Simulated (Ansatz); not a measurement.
GaN:
```yaml
crystal:
  lattice:
    - [5.57131, 0.00000, 0.00000]
    - [0.00000, 5.57131, 0.00000]
    - [0.00000, 0.00000, 5.57131]
  atoms:
    - { symbol: Ga, position: [0.25000, 0.00000, 0.50000] }
    - { symbol: Ga, position: [0.50000, 0.25000, 0.00000] }
    - { symbol: Ga, position: [0.50000, 0.75000, 0.00000] }
    - { symbol: Ga, position: [0.75000, 0.00000, 0.50000] }
    - { symbol: Ga, position: [0.00000, 0.50000, 0.75000] }
    - { symbol: Ga, position: [0.00000, 0.50000, 0.25000] }
    - { symbol: N, position: [0.25000, 0.50000, 0.00000] }
    - { symbol: N, position: [0.00000, 0.25000, 0.50000] }
    - { symbol: N, position: [0.00000, 0.75000, 0.50000] }
    - { symbol: N, position: [0.75000, 0.50000, 0.00000] }
    - { symbol: N, position: [0.50000, 0.00000, 0.75000] }
    - { symbol: N, position: [0.50000, 0.00000, 0.25000] }
```

DFT-PBE in the program Ansatz with PAW potentials gives a gap of 1.50 eV without spin–orbit coupling, maximum at Γ, minimum at Γ.

### Question
What happens when spin–orbit coupling is switched on?

### Answer
The gap falls by 0.01 eV, to 1.49 eV; maximum at Γ, minimum at Γ.

### Question
How large is the spin–orbit splitting of the valence top at Γ?

### Answer
The fourfold level lies 0.03 eV above the split-off pair.

### Question
Give the electron effective mass with spin–orbit coupling.

### Answer
0.19 mₑ (isotropic).

### Question
Give the hole effective mass with spin–orbit coupling, band 1 of 2 at the edge.

### Answer
4.1 along [100], 1.2 along [110], 0.85 along [111] (mₑ).

### Question
Give the hole effective mass with spin–orbit coupling, band 2 of 2 at the edge.

### Answer
0.23 along [100], 0.26 along [110], 0.28 along [111] (mₑ).

Space group Pm-3n. The start of the workflow was typed in or built on a structure type; neither database checked (COD, Materials Project) lists it. It is not the phase usual at ambient conditions (space group No. 186, 216). The PBE relaxation kept the symmetry of its start; its stability against distortions is not shown here.

Potentials: the later of the program's two PAW sets.
